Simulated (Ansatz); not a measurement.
Si₂N₂O:
```cif
data_N4O2Si4
_chemical_formula_sum 'Si4 N4 O2'
_space_group_name_H-M_alt 'P 1'
_space_group_IT_number 1
_cell_length_a 5.24480
_cell_length_b 5.24480
_cell_length_c 4.86515
_cell_angle_alpha 90.000
_cell_angle_beta 90.000
_cell_angle_gamma 63.468
loop_
_space_group_symop_operation_xyz
  'x, y, z'
loop_
_atom_site_label
_atom_site_type_symbol
_atom_site_fract_x
_atom_site_fract_y
_atom_site_fract_z
_atom_site_occupancy
Si1 Si 0.02568 0.32748 0.27106 1
Si2 Si 0.97432 0.67252 0.77106 1
Si3 Si 0.67252 0.97432 0.27106 1
Si4 Si 0.32748 0.02568 0.77106 1
N1 N 0.09414 0.34221 0.61622 1
N2 N 0.90586 0.65779 0.11622 1
N3 N 0.65779 0.90586 0.61622 1
N4 N 0.34221 0.09414 0.11622 1
O1 O 0.78792 0.21208 0.21818 1
O2 O 0.21208 0.78792 0.71818 1
```

Relaxed with PBEsol. The program Ansatz at the PBEsol level (PAW) gives a gap of 4.94 eV.

What gap does HSE06 give on the same cell (Ansatz, PAW)?

6.54 eV, 1.60 eV more. The hybrid was solved on a coarser mesh and at special points; its gap is the smallest among all of these.

| k | v1 PBEsol | c1 PBEsol | v1 HSE06 | c1 HSE06 |
|---|---|---|---|---|
| Γ | 0.00 | 4.94 | 0.00 | 6.54 |
| Y | -0.24 | 6.25 | -0.23 | 7.99 |
| T | -0.63 | 5.97 | [?] | [?] |
| Z | -0.23 | 5.72 | [?] | [?] |
| S | -0.42 | 6.76 | [?] | [?] |
| R | -0.69 | 6.76 | -0.75 | 8.45 |
| Δ0 | -0.53 | 6.45 | [?] | [?] |
| B0 | -1.03 | 6.52 | -1.06 | 8.22 |

Top valence (v1) and lowest conduction level (c1) in eV from each method's valence maximum (which need not be a listed point): supply the withheld HSE06 values.


- Δ0, v1 HSE06: -0.53
- Δ0, c1 HSE06: 8.19
- Z, v1 HSE06: -0.25
- Z, c1 HSE06: 7.42
- T, v1 HSE06: -0.64
- T, c1 HSE06: 7.66
- S, v1 HSE06: -0.45
- S, c1 HSE06: 8.47

Cost on shared cores: the PBEsol run (SCF on a 6×6×6 mesh, then bands and DOS) roughly 2.1 core-minutes, the HSE06 run (SCF on 4×4×4, then a few points) about 5 core-minutes (a rough figure); the tasks are unlike.

Space group Cmc2_1. The first step of the workflow began from a Materials Project structure, measured or hypothetical; the Crystallography Open Database files this formula in space group No. 36, but the cells were not matched. Whether it is the stable phase at ambient conditions was not checked. The cell was relaxed with PBEsol under the symmetry of its start; whether a distortion lowers the energy is not shown.

Potentials: the later of the program's two PAW sets.
